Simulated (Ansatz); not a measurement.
BN (P6_3/mmc), axial (c/a) deformation path

Level of theory: DFT PBE+D3(BJ), scalar-relativistic, plane waves, PAW in Ansatz. Cutoff 420 eV, Γ-centred 12×12×4 k-points, Gaussian smearing of 0.05 eV. No spin polarisation. Energies are free energies at this smearing, counted from the undisturbed cell; pressure is positive in compression.

The undisturbed cell (as given, not relaxed at this level; it stands at 0.6 GPa):

```
B N
1.0
     2.50399    0.00000    0.00000
    -1.25200    2.16852    0.00000
     0.00000    0.00000    6.66120
B N
2 2
Direct
  0.33333 0.66667 0.25000
  0.66667 0.33333 0.75000
  0.33333 0.66667 0.75000
  0.66667 0.33333 0.25000
```

At fixed volume and fractional coordinates, lengths along (0.000, 0.000, 1.000) are scaled against those across it; ρ is that ratio over its starting value.

```
    ρ  ΔE (meV/atom) pressure (GPa) gap on the mesh (eV)
0.800          309.4           -41.0                  3.60
0.850          167.6           -31.8                  3.86
0.920           44.0           -17.4                  4.02
0.960            9.7            -8.6                  4.15
1.000            0.0             0.6                  4.29
1.050           19.7               ?                     ?
1.100           72.4            25.1                  4.55
1.200          269.2            52.0                  4.48
1.300          570.8               ?                     ?
```

(1) Give the withheld values.

Results:

(1) pressure (GPa) at ρ = 1.050: 12.6; gap on the mesh (eV) at ρ = 1.050: 4.42; pressure (GPa) at ρ = 1.300: 77.3; gap on the mesh (eV) at ρ = 1.300: 4.15.

Cost: 9 runs of about 0.35 core-minutes in all, on Intel Xeon Processor @ 2.70GHz (shared hosts).